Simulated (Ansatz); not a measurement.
As₂O₃:
Space group P2₁/c (No. 14); a = 4.5820 Å, b = 13.1719 Å, c = 6.8248 Å, α = 90.00°, β = 127.67°, γ = 90.00°

| atom | site | symmetry | x | y | z |
|---|---|---|---|---|---|
| As | 4e | 1 | 0.3503 | 0.3488 | 0.3547 |
| As | 4e | 1 | 0.2113 | 0.1030 | 0.2517 |
| O | 4e | 1 | 0.1879 | 0.8564 | 0.0474 |
| O | 4e | 1 | 0.4911 | 0.1051 | 0.1506 |
| O | 4e | 1 | 0.3561 | 0.2172 | 0.4264 |

Relaxed with r²SCAN.

**Question.** Which orbitals make up the states near the band edges in the program Ansatz at the r²SCAN level (PAW)?

**Answer.** Top 1 eV of the valence band: O 2p 58 %, As 4p 23 %, As 4s 17 %. Bottom 1 eV of the conduction band: As 4p 68 %, O 2p 13 %, O 2s 11 %, outside the projected shells 7 %. Projections are on Löwdin-orthogonalised atomic valence shells; empty p or d shells of many metals are not among them.

**Question.** Tabulate the density of states.

**Answer.** States/eV per cell of 20 atoms, in 0.25 eV bins, energy from the valence-band maximum.

| E (eV) | total | O 2p | As 4p | As 4s |
|---|---|---|---|---|
| -7.85 | 2.25 | 1.02 | 0.27 | 0.72 |
| -7.60 | 1.98 | 0.91 | 0.26 | 0.60 |
| -7.35 | 1.80 | 0.86 | 0.26 | 0.51 |
| -7.10 | 1.51 | 0.74 | 0.25 | 0.38 |
| -6.85 | 1.27 | 0.66 | 0.24 | 0.27 |
| -6.60 | 1.25 | 0.72 | 0.29 | 0.17 |
| -6.35 | 0.98 | 0.63 | 0.27 | 0.05 |
| -6.10 | 14.73 | 9.93 | 4.19 | 0.23 |
| -5.85 | 16.39 | 11.42 | 4.55 | 0.12 |
| -5.60 | 0.25 | 0.10 | 0.06 | 0.07 |
| -5.35 | 3.19 | 1.50 | 0.89 | 0.62 |
| -5.10 | 7.28 | 4.02 | 2.01 | 0.90 |
| -4.85 | 6.91 | 3.93 | 1.90 | 0.75 |
| -4.60 | 10.46 | 6.33 | 2.70 | 0.92 |
| -4.35 | 8.83 | 5.45 | 2.21 | 0.75 |
| -4.10 | 13.10 | 8.61 | 3.00 | 0.94 |
| -3.85 | 8.97 | 6.21 | 1.89 | 0.46 |
| -3.60 | 12.03 | 8.79 | 2.17 | 0.45 |
| -3.35 | 9.34 | 7.02 | 1.50 | 0.32 |
| -3.10 | 11.96 | 9.37 | 1.58 | 0.37 |
| -2.85 | 9.41 | 7.75 | 0.99 | 0.20 |
| -2.60 | 15.45 | 13.40 | 1.22 | 0.23 |
| -2.35 | 12.99 | 11.35 | 0.95 | 0.27 |
| -2.10 | 16.42 | 14.28 | 1.20 | 0.50 |
| -1.85 | 16.95 | 14.67 | 1.27 | 0.57 |
| -1.60 | 19.89 | 17.19 | 1.64 | 0.64 |
| -1.35 | 13.55 | 11.67 | 1.04 | 0.59 |
| -1.10 | 9.41 | 6.87 | 1.35 | 0.98 |
| -0.85 | 10.39 | 6.90 | 1.97 | 1.31 |
| -0.60 | 9.39 | 5.50 | 2.18 | 1.52 |
| -0.35 | 18.72 | 10.81 | 4.20 | 3.33 |
| -0.10 | 11.10 | 5.77 | 3.00 | 2.09 |
| 0.15 | 0.00 | 0.00 | 0.00 | 0.00 |
| 0.40 | 0.00 | 0.00 | 0.00 | 0.00 |
| 0.65 | 0.00 | 0.00 | 0.00 | 0.00 |
| 0.90 | 0.00 | 0.00 | 0.00 | 0.00 |
| 1.15 | 0.00 | 0.00 | 0.00 | 0.00 |
| 1.40 | 0.00 | 0.00 | 0.00 | 0.00 |
| 1.65 | 0.00 | 0.00 | 0.00 | 0.00 |
| 1.90 | 0.00 | 0.00 | 0.00 | 0.00 |
| 2.15 | 0.00 | 0.00 | 0.00 | 0.00 |
| 2.40 | 0.00 | 0.00 | 0.00 | 0.00 |
| 2.65 | 0.00 | 0.00 | 0.00 | 0.00 |
| 2.90 | 0.00 | 0.00 | 0.00 | 0.00 |
| 3.15 | 0.00 | 0.00 | 0.00 | 0.00 |
| 3.40 | 0.00 | 0.00 | 0.00 | 0.00 |
| 3.65 | 0.00 | 0.00 | 0.00 | 0.00 |
| 3.90 | 0.00 | 0.00 | 0.00 | 0.00 |
| 4.15 | 0.00 | 0.00 | 0.00 | 0.00 |
| 4.40 | 0.83 | 0.09 | 0.56 | 0.02 |
| 4.65 | 11.46 | 1.41 | 7.83 | 0.30 |
| 4.90 | 11.44 | 1.42 | 7.82 | 0.24 |
| 5.15 | 11.55 | 1.51 | 7.79 | 0.23 |
| 5.40 | 7.58 | 1.11 | 5.01 | 0.17 |
| 5.65 | 11.01 | 1.68 | 7.23 | 0.21 |
| 5.90 | 9.41 | 1.56 | 6.09 | 0.17 |
| 6.15 | 13.26 | 2.27 | 8.64 | 0.23 |
| 6.40 | 10.97 | 1.89 | 7.20 | 0.15 |
| 6.65 | 8.33 | 1.60 | 5.32 | 0.11 |
| 6.90 | 10.84 | 2.25 | 6.84 | 0.15 |
| 7.15 | 6.04 | 1.29 | 3.73 | 0.12 |
| 7.40 | 6.80 | 1.47 | 4.07 | 0.19 |
| 7.65 | 6.48 | 1.40 | 3.78 | 0.21 |
| 7.90 | 7.03 | 1.64 | 3.91 | 0.36 |
| 8.15 | 6.31 | 1.52 | 3.28 | 0.43 |
| 8.40 | 5.24 | 1.28 | 2.58 | 0.42 |
| 8.65 | 7.90 | 1.99 | 3.84 | 0.70 |
| 8.90 | 8.95 | 2.28 | 4.19 | 0.83 |
| 9.15 | 8.86 | 2.33 | 3.72 | 0.97 |

Space group P2_1/c. The workflow started from a Materials Project entry (that database holds measured and hypothetical structures alike); the Crystallography Open Database files this formula in space group No. 14, but the cells were not matched. Its standing as an ambient phase is unchecked. The cell was relaxed with r²SCAN under the symmetry of its start; its stability against distortions is not shown here. A crystal of weakly bound layers computed without a dispersion correction: the cell and the soft elastic constants depend strongly on that. Spin–orbit coupling is left out wherever it is not named.

Potentials: the earlier of the program's two PAW sets.
